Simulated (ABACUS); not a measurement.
Consider a self-consistent single point of a model cell of In (Cmce, 4 atoms in the cell; prototype structure).

```
CELL_PARAMETERS angstrom
      2.02893    -6.41572     0.00000
      2.02893     6.41572     0.00000
      0.00000     0.00000     5.35925
ATOMIC_POSITIONS crystal
  In 0.39832 0.60168 0.58056
  In 0.60168 0.39832 0.41944
  In 0.89832 0.10168 0.91944
  In 0.10168 0.89832 0.08056
```

Method: AM05, numerical atomic orbitals DZP (confined pseudo-atomic orbitals; energy shift 0.01 Ry), PseudoDojo 0.5 standard norm-conserving PBE (tails mended) pseudopotentials run with ABACUS.

ABACUS settings:

* **basis**: DZP numerical atomic orbitals, energy shift 0.01 Ry
* **KPT**: Gamma 7 7 5 0 0 0
* **basis_type**: lcao
* **dft_functional**: GGA_X_AM05+GGA_C_AM05
* **ecutwfc**: 100 Ry
* **smearing_method**: mp
* **smearing_sigma**: 0.0146997 Ry
* **potentials**: PseudoDojo 0.5 standard norm-conserving PBE (tails mended)
* **symmetry**: 1
* **symmetry_prec**: 1e-05
* **ks_solver**: scalapack_gvx
* **scf_nmax**: 100
* **scf_thr**: 1.0e-07
* **mixing_type**: broyden

Results:

- Number of valence electrons: 52
- Number of bands: 36
- Number of k-points after the program's reduction: 48
- Size of the basis: 72
- Number of SCF iterations: 9
- Free energy E − TS: -7198.3699 eV
- Fermi level (on the code's own zero): 6.78 eV

The cell was set up from a structure prototype or typed lattice constants and was not relaxed beforehand at this level. The atom-centred basis is finite, which shifts total energies against plane waves. The potentials were made for another functional than the one used. Forces and stress are left out: the polarisation orbitals used for some of these elements are too diffuse to give them reliably, and gaps can carry the same lack. No clean gap shows at this smearing width and mesh (spacing up to 0.23 Å⁻¹); the mesh is coarse for partly filled bands, so the values carry mesh errors.

Cost on one core: about 50 core-seconds (a rough figure).

The atomic orbitals were generated for these runs; they are not ABACUS's published sets and were checked against plane waves on a few crystals only.

“Tails mended”: in these copies of the files the far tail of each local potential was reset to the Coulomb form.
